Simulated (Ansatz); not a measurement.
In r²SCAN (plane waves, PAW; program Ansatz), B in the cubic phase (I4_132; B on 8a) relaxes to a = 4.639 Å. B has 3 nearest neighbours from 1.64 Å (trigonal planar).

It is gapped at this level: 1.76 eV (indirect). The valence maximum lies on the P–H line, 18 % of the way from P and the conduction minimum on the Γ–P line, 23 % of the way from Γ (8 equivalent valleys). The screened hybrid HSE06 puts the gap at 2.42 eV. Electrons at the band edge weigh 0.56, 0.56, 2.2 mₑ (principal values). The hole mass is 0.54, 0.54, 1.1 mₑ (principal values).

The bulk modulus is 112 GPa. The relaxed-ion elastic constants in GPa are C11 = 145, C12 = 94.7, C44 = 26.1. The elastic constants imply a Debye temperature near 614 K.

The start of the workflow was typed in or built on a structure type; neither database checked (COD, Materials Project) lists it. It is not the phase usual at ambient conditions (space group No. 166). The cell was relaxed with r²SCAN under the symmetry of its start; its stability against distortions is not shown here.

Potentials: the earlier of the program's two PAW sets.
